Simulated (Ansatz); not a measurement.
Ansatz input

```yaml
crystal:
  lattice:
    - [0.0, 2.4147350413, 2.4147350413]
    - [2.4147350413, 0.0, 2.4147350413]
    - [2.4147350413, 2.4147350413, 0.0]
  atoms:
    - { symbol: Mn, position: [0.125, 0.125, 0.125], spin: -0.46, spin_axis: [0, 0, 1] }
    - { symbol: Mn, position: [0.875, 0.875, 0.875], spin: 0.46, spin_axis: [0, 0, 1] }
hamiltonian:
  xc: lda
  pseudopotentials:
    kind: paw_fr
    azcp:
      Mn: "pseudopotentials/Mn.paw.azcp"
basis:
  ecutwfc: 420
  fft_grid_basis: typed
kpoints:
  mp_grid: { grid: [11, 11, 11], shift: [0, 0, 0] }
magnetization:
  noncollinear: true
  spin_orbit: true
scf:
  occupations: { method: fermi_dirac, width: 0.05 }
```

Terminal output

```
Warning: the record states the generating functional pbe (its physics header spells it `PBE`), which answers neither for hamiltonian.xc's functional nor for the lda family's — results may be inconsistent (PPs are generated against a specific XC)
Engine: ansatz 0.2.0, aarch64-unknown-linux-gnu
Pseudopotentials: kind: paw_fr
Pseudopotential: Mn, paw_fr, valence charge 15, recommended cutoff 420 eV (normal) 
Functional definition: SPW92
  exchange = slater_x
  correlation = pw_c
Crystal: 2 atoms, lattice volume = 28.160 Å³
Basis set: ecut = 420 eV, 537 PW (Γ)
Bands: 38, of which v1, the nominal top of the filled ones, is band 30 counted from 1 (29 counted from 0)
Symmetry: 8 space group operations + 8 with time reversal
Magnetic group: BNS 141.556 (UNI 1216), of the structure as read, at distance tolerance 3.0e-5 Å
k-points: 201 of 1331
Projection manifold: j_resolved (fully-relativistic pseudo-atomic orbitals)
Non-local potential: Mn, projectors of the file, l = 0: 3, l = 1: 4, l = 2: 6, l = 3: 2
PAW form: soft (Blöchl's): semilocal exchange-correlation on the pseudo side does not see the compensation charge
PAW frozen core: Mn, regenerated for the run's functional, and the local potential with it (the file was generated under x = pbe(κ = 0.804, μ = 0.2195149727645171), c = pbe(β = 0.06672455060314922))
PAW one-centre angular grid: Mn, 590 points (default); XC on 64 Gauss nodes
Initial density: superposition of atomic densities (chi_scale 0.1, normalization cell)
Starting moments: Σ|m| = 0.92 μB on 2 of 2 sites
Initial wavefunctions: pseudopotential atomic-orbital guess
Functional: x = slater, c = lda
iter 1 solved again at ethr=2.87e-3 eV; its pass at ethr=3.10e-3 eV (dr2=8.60e-1 eV) is discarded
SCF iter   1: F=—  HF=-7680.421501 eV  |F-HF|=—  |Δ(HF+E_count)|=         —  Δρ=6.48e-2  dr2=8.57e-1  dr2_m=5.88e-3  ethr=2.87e-3  |M|=3.62e-18 ∫|m|=7.94e-1 μB  |m|>n=0.0e0 m-floor=2.0e-2 τ_xc=0.0e0  β_m=0.30  ⟨swp⟩=1.0  Hψ=45920  notcnv=0
spin=Noncollinear: Kerker preconditioning applied to the charge; magnetization (m_x, m_y, m_z) channels mix plain (no charge-response kernel on spin).
SCF iter   2: F=—  HF=-7680.272583 eV  |F-HF|=—  |Δ(HF+E_count)|=   1.49e-1  Δρ=4.96e-2  dr2=5.74e-1  dr2_m=3.17e-3  ethr=2.86e-3  |M|=1.85e-16 ∫|m|=7.95e-1 μB  |m|>n=0.0e0 m-floor=5.8e-4 τ_xc=1.9e-21  β_m=0.30  ⟨swp⟩=1.0  Hψ=7638  notcnv=0
SCF iter   3: F=—  HF=-7680.029522 eV  |F-HF|=—  |Δ(HF+E_count)|=   2.43e-1  Δρ=1.18e-2  dr2=3.13e-2  dr2_m=1.27e-3  ethr=1.91e-3  |M|=8.64e-17 ∫|m|=8.05e-1 μB  |m|>n=0.0e0 m-floor=5.8e-4 τ_xc=3.4e-21  β_m=1.00  ⟨swp⟩=2.0  Hψ=12067  notcnv=0
SCF iter   4: F=—  HF=-7680.020180 eV  |F-HF|=—  |Δ(HF+E_count)|=   9.34e-3  Δρ=6.55e-3  dr2=5.79e-3  dr2_m=1.19e-4  ethr=1.04e-4  |M|=7.83e-17 ∫|m|=8.21e-1 μB  |m|>n=0.0e0 m-floor=5.8e-4 τ_xc=1.2e-20  β_m=1.00  ⟨swp⟩=2.0  Hψ=12597  notcnv=0  defer=40
SCF iter   5: F=—  HF=-7680.019586 eV  |F-HF|=—  |Δ(HF+E_count)|=   5.95e-4  Δρ=4.86e-3  dr2=3.27e-3  dr2_m=2.91e-5  ethr=1.93e-5  |M|=2.15e-16 ∫|m|=8.28e-1 μB  |m|>n=0.0e0 m-floor=5.8e-4 τ_xc=1.3e-20  β_m=1.00  ⟨swp⟩=3.0  Hψ=11823  notcnv=0  defer=40
SCF iter   6: F=—  HF=-7680.021419 eV  |F-HF|=—  |Δ(HF+E_count)|=   1.83e-3  Δρ=1.37e-3  dr2=2.28e-4  dr2_m=2.47e-5  ethr=1.09e-5  |M|=2.00e-16 ∫|m|=8.35e-1 μB  |m|>n=0.0e0 m-floor=5.8e-4 τ_xc=1.4e-20  β_m=0.30  ⟨swp⟩=2.0  Hψ=15196  notcnv=0  defer=40
Mixer restart at iter 6: flushing history
spin-set hold released at iteration 6 (site moments contracting): the magnetisation degrees of freedom join the quasi-Newton model from the next iteration; the mixer history was flushed
SCF iter   7: F=—  HF=-7680.021065 eV  |F-HF|=—  |Δ(HF+E_count)|=   3.55e-4  Δρ=1.07e-3  dr2=1.61e-4  dr2_m=2.48e-5  ethr=7.60e-7  |M|=4.12e-17 ∫|m|=8.37e-1 μB  |m|>n=0.0e0 m-floor=5.8e-4 τ_xc=1.3e-20  β_m=0.62  ⟨swp⟩=2.0  Hψ=10128  notcnv=0  defer=40
SCF iter   8: F=—  HF=-7680.020864 eV  |F-HF|=—  |Δ(HF+E_count)|=   2.01e-4  Δρ=6.68e-4  dr2=5.65e-5  dr2_m=2.88e-5  ethr=5.37e-7  |M|=6.97e-17 ∫|m|=8.45e-1 μB  |m|>n=0.0e0 m-floor=5.8e-4 τ_xc=1.2e-20  β_m=0.66  ⟨swp⟩=2.0  Hψ=14528  notcnv=0  defer=40
SCF iter   9: F=—  HF=-7680.020872 eV  |F-HF|=—  |Δ(HF+E_count)|=   8.56e-6  Δρ=6.49e-4  dr2=6.16e-6  dr2_m=2.72e-5  ethr=1.88e-7  |M|=1.85e-16 ∫|m|=8.48e-1 μB  |m|>n=0.0e0 m-floor=5.8e-4 τ_xc=1.2e-20  β_m=0.83  ⟨swp⟩=2.0  Hψ=10291  notcnv=0  defer=40
SCF iter  10: F=—  HF=-7680.020892 eV  |F-HF|=—  |Δ(HF+E_count)|=   2.00e-5  Δρ=6.26e-4  dr2=3.07e-6  dr2_m=2.53e-5  ethr=2.05e-8  |M|=4.69e-16 ∫|m|=8.60e-1 μB  |m|>n=0.0e0 m-floor=5.8e-4 τ_xc=1.3e-20  β_m=0.92  ⟨swp⟩=3.0  Hψ=14102  notcnv=0  defer=40
SCF iter  11: F=—  HF=-7680.020909 eV  |F-HF|=—  |Δ(HF+E_count)|=   1.67e-5  Δρ=5.84e-4  dr2=2.50e-7  dr2_m=2.20e-5  ethr=1.02e-8  |M|=1.89e-16 ∫|m|=8.71e-1 μB  |m|>n=0.0e0 m-floor=5.8e-4 τ_xc=1.3e-20  β_m=0.03  ⟨swp⟩=2.4  Hψ=12482  notcnv=0  defer=40
SCF iter  12: F=—  HF=-7680.020915 eV  |F-HF|=—  |Δ(HF+E_count)|=   6.01e-6  Δρ=5.63e-4  dr2=1.60e-7  dr2_m=2.04e-5  ethr=3.33e-10  |M|=9.95e-17 ∫|m|=8.76e-1 μB  |m|>n=0.0e0 m-floor=5.8e-4 τ_xc=1.3e-20  β_m=0.08  ⟨swp⟩=3.4  Hψ=19874  notcnv=0
SCF iter  13: F=—  HF=-7680.020931 eV  |F-HF|=—  |Δ(HF+E_count)|=   1.59e-5  Δρ=5.19e-4  dr2=4.43e-6  dr2_m=1.74e-5  ethr=5.34e-10  |M|=4.03e-17 ∫|m|=8.93e-1 μB  |m|>n=0.0e0 m-floor=5.8e-4 τ_xc=1.4e-20  β_m=0.31  ⟨swp⟩=3.0  Hψ=16730  notcnv=0  defer=42
SCF iter  14: F=—  HF=-7680.020967 eV  |F-HF|=—  |Δ(HF+E_count)|=   3.63e-5  Δρ=3.99e-4  dr2=5.74e-6  dr2_m=1.03e-5  ethr=5.34e-10  |M|=7.10e-17 ∫|m|=9.23e-1 μB  |m|>n=0.0e0 m-floor=5.8e-4 τ_xc=1.5e-20  β_m=0.62  ⟨swp⟩=3.4  Hψ=18346  notcnv=0  defer=42
SCF iter  15: F=—  HF=-7680.020998 eV  |F-HF|=—  |Δ(HF+E_count)|=   3.09e-5  Δρ=1.26e-4  dr2=1.94e-7  dr2_m=1.02e-6  ethr=5.34e-10  |M|=4.55e-16 ∫|m|=9.78e-1 μB  |m|>n=0.0e0 m-floor=5.8e-4 τ_xc=1.7e-20  β_m=0.91  ⟨swp⟩=3.9  Hψ=21756  notcnv=0  defer=42
SCF iter  16: F=—  HF=-7680.021000 eV  |F-HF|=—  |Δ(HF+E_count)|=   2.47e-6  Δρ=1.17e-5  dr2=2.51e-8  dr2_m=4.59e-9  ethr=3.33e-10  |M|=3.04e-16 ∫|m|=9.98e-1 μB  |m|>n=0.0e0 m-floor=5.8e-4 τ_xc=1.7e-20  β_m=0.96  ⟨swp⟩=4.0  Hψ=22924  notcnv=0
SCF iter  17: F=-7680.021000 eV  HF=-7680.021000 eV  |F-HF|=2.64e-11  |Δ(HF+E_count)|=   2.80e-9  Δρ=2.80e-6  dr2=2.19e-10  dr2_m=5.07e-10  ethr=8.37e-11  |M|=1.07e-16 ∫|m|=9.97e-1 μB  |m|>n=0.0e0 m-floor=5.8e-4 τ_xc=1.7e-20  ⟨swp⟩=3.0  Hψ=17020  notcnv=0
SCF 1 converged in 17 iterations: F = -7680.021000 eV  dr2 = 2.19e-10
SCF converged after 17 iterations
Magnetization: |M| = 0.0000 μB,  M = (-0.0000, +0.0000, -0.0000) μB
Absolute magnetization: 0.9969 μB (∫|m|, with the PAW one-centre terms)
  site 0: m = (+0.0000, +0.0000, -0.4440) μB, |m| = 0.4440 μB  (R = 0.86 Å)
  site 1: m = (-0.0000, -0.0000, +0.4440) μB, |m| = 0.4440 μB  (R = 0.86 Å)
Free energy (F): -7680.021000 eV
Harris-Foulkes:  -7680.021000 eV  (|F-HF|=2.64e-11)
Internal energy: -7680.008862 eV  (E = F + TS)
E sigma→0 (E₀):  -7680.014931 eV
Entropy (-TS):   -0.012139 eV (-6.069 meV/atom)
Fermi energy:    14.010292 eV
--- Per-component energies (eV) ---
  E_band       = -485.772799
  E_kinetic    = 622.779795
  E_local      = -4228.054380  (includes V_loc(G=0)·N_el)
  E_nonlocal   = 491.363735
  E_hartree    = 1760.366460
  E_xc         = -228.383062
  E_vxc        = -293.951950  (∫ρ·V_xc dr)
  E_paw        = -2485.040659  (= ΣΔE_a)
  E_vpaw       = -598.641950  (= ΣTr[D̂ρ^β])
  E_aug_tail   = -0.000021  (compensation charges beyond the density's cutoff)
  E_ewald      = -3613.811800
  E_core_change = 0.771069  (= ΣΔE_core)
  E_smearing   = -0.012139  (= −TS)
  E_closure    = 0.000000  (closes the sum)
  Σ components = -7680.021000   (vs F -7680.021000, Δ=0.00e0)
```
